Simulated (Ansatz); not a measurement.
CaO:
```cif
data_Ca4O4
_chemical_formula_sum 'Ca4 O4'
_space_group_name_H-M_alt 'Fm-3m'
_space_group_IT_number 225
_space_group_name_Hall '-F 4 2 3'
_cell_length_a 4.70735
_cell_length_b 4.70735
_cell_length_c 4.70735
_cell_angle_alpha 90.000
_cell_angle_beta 90.000
_cell_angle_gamma 90.000
loop_
_atom_site_label
_atom_site_type_symbol
_atom_site_symmetry_multiplicity
_atom_site_Wyckoff_symbol
_atom_site_fract_x
_atom_site_fract_y
_atom_site_fract_z
_atom_site_occupancy
Ca1 Ca 4 a 0.00000 0.00000 0.00000 1
O1 O 4 b 0.50000 0.50000 0.50000 1
```
(The calculation used a cell of 2 atoms; values per cell refer to that cell.)

Relaxed with LDA.

### Question
Give the optical modes at the zone centre with their infrared and Raman activity from DFPT, the program Ansatz at the LDA level (PAW).

### Answer
Transverse frequencies, without the LO–TO term; a row sums one degenerate level.

```
ω (cm⁻¹)  degeneracy  IR ((D/Å)²/amu)  Raman (Å⁴/amu)  activity  symmetry
--------  ----------  ---------------  --------------  --------  --------
291                3            34.14               0        IR       T1u
```

### Question
How high does the top mode go among those that the LO–TO term moves?

### Answer
569 cm⁻¹ for q along x.

Symmetry was held in the LDA relaxation; phonons on a q-mesh show no instability.

Potentials: the earlier of the program's two PAW sets.
